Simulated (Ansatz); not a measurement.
# Polymorphs and borrowed structures of YBeCl5

YBeCl5 was placed in 3 structures, borrowed from other compounds or built from prototypes, and relaxed with PBEsol and then r2SCAN+rVV10 in the PAW code Ansatz, symmetry kept. Energies are static, from a final single point; gaps are the least over its mesh and special points. The cells were built from prototypes, so some may not be known phases; spin polarisation is off.

| start | ends in | volume (Å³/atom) | energy, r2SCAN+rVV10 (meV/atom) | gap, r2SCAN+rVV10 (eV) | shaken (PBEsol) |
| --- | --- | --- | --- | --- | --- |
| SiSnPd5 type (No. 123) | P4/mmm | 21.56 | 687 | 0.01 | falls 870 meV |
| MgPPd5 type (No. 123) | P4/mmm | 19.11 | 455 | 2.45 | falls 644 meV |
| AlCrF5 type (No. 71) | Immm | 28.57 | 0 | 4.17 | falls 256 meV |

Energies count from the lowest cell; the last column tells what a randomly displaced small cell does when relaxed without symmetry, which tests only the distortions that fit it.

Of the symmetric cells the lowest is the one started from AlCrF5 type (No. 71), which ends in Immm (No. 71), 455 meV an atom below the next (MgPPd5 type (No. 123)). With PBEsol alone and the shaken cells counted, the lowest of the cells computed is the shaken one from AlCrF5 type (No. 71) (I-4), about 260 meV an atom below the lowest symmetric cell, that from AlCrF5 type (No. 71). Other structures, not tried here, could lie lower.

The cells shaken are PBEsol's, whose volumes can differ from those tabled by ten per cent. The falls are PBEsol's, in meV an atom on the shaken cell's own mesh; a cell that falls isn't a minimum, and its place in the table may change once it distorts.

The cells in order of energy (the first three):
- AlCrF5 type (No. 71): Immm, 28.57 Å³ an atom. Y is surrounded by 6 Cl at 2.55–2.74 Å; Be is surrounded by 2 Cl at 1.86 Å; Cl is surrounded by 1 Y at 2.55 Å; Cl is surrounded by 1 Be at 1.86 Å and 1 Y at 2.74 Å; Cl is surrounded by 2 Y at 2.59 Å.
- MgPPd5 type (No. 123): P4/mmm, 19.11 Å³ an atom. Around Y lie 12 Cl at 3.01–3.07 Å; around Be lie 8 Cl at 2.62 Å; around Cl lie 2 Be at 2.62 Å and 2 Y at 3.01 Å; around Cl lie 4 Y at 3.07 Å.
- SiSnPd5 type (No. 123): P4/mmm, 21.56 Å³ an atom. Y is surrounded by 10 Cl at 2.77–3.63 Å; Be is surrounded by 12 Cl at 3.07–3.22 Å; Cl is surrounded by 4 Be at 3.22 Å and 2 Y at 3.63 Å; Cl is surrounded by 2 Y at 2.77 Å and 2 Be at 3.07 Å.

The lowest symmetric cell:
```yaml
crystal:
  lattice:
    - [-2.58813, 4.20258, 4.59744]
    - [2.58813, -4.20258, 4.59744]
    - [2.58813, 4.20258, -4.59744]
  atoms:
    - { symbol: Y, position: [0.50000, 0.50000, 0.00000] }
    - { symbol: Be, position: [0.00000, 0.00000, 0.00000] }
    - { symbol: Cl, position: [0.80287, 0.50000, 0.30287] }
    - { symbol: Cl, position: [0.19713, 0.50000, 0.69713] }
    - { symbol: Cl, position: [0.20193, 0.20193, 0.00000] }
    - { symbol: Cl, position: [0.79807, 0.79807, 0.00000] }
    - { symbol: Cl, position: [0.50000, 0.00000, 0.50000] }
```

Spin-orbit coupling is left out.

For some runs the program warns that the potential is rough where the density is thin, which bears on the empty states there.
